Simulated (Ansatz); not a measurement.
CdIn2O4:
```
CdIn2O4
1.0
    0.00000     4.59547     4.59547
    4.59547     0.00000     4.59547
    4.59547     4.59547     0.00000
In O Cd
4 8 2
Direct
  0.12500   0.12500   0.12500
  0.62500   0.12500   0.12500
  0.12500   0.12500   0.62500
  0.12500   0.62500   0.12500
  0.36226   0.36226   0.36226
  0.33679   0.88774   0.88774
  0.36226   0.36226   0.91321
  0.88774   0.33679   0.88774
  0.91321   0.36226   0.36226
  0.88774   0.88774   0.88774
  0.36226   0.91321   0.36226
  0.88774   0.88774   0.33679
  0.50000   0.50000   0.50000
  0.75000   0.75000   0.75000
```

DFT-PBEsol in the program Ansatz with PAW potentials gives a gap of 0.97 eV without spin–orbit coupling, maximum at L, minimum at Γ.

Problem. What happens when spin–orbit coupling is switched on?

Solution. The gap is nearly the same, to 0.97 eV; maximum at L, minimum at Γ.

Problem. Give the electron effective mass with spin–orbit coupling.

Solution. 0.16 mₑ (isotropic).

Problem. Give the hole effective mass with spin–orbit coupling.

Solution. 1.2, 1.2, 7.1 mₑ (principal values).

Space group Fd-3m (spinel). The cell was relaxed with PBEsol under the symmetry of its start.

Potentials: the later of the program's two PAW sets.
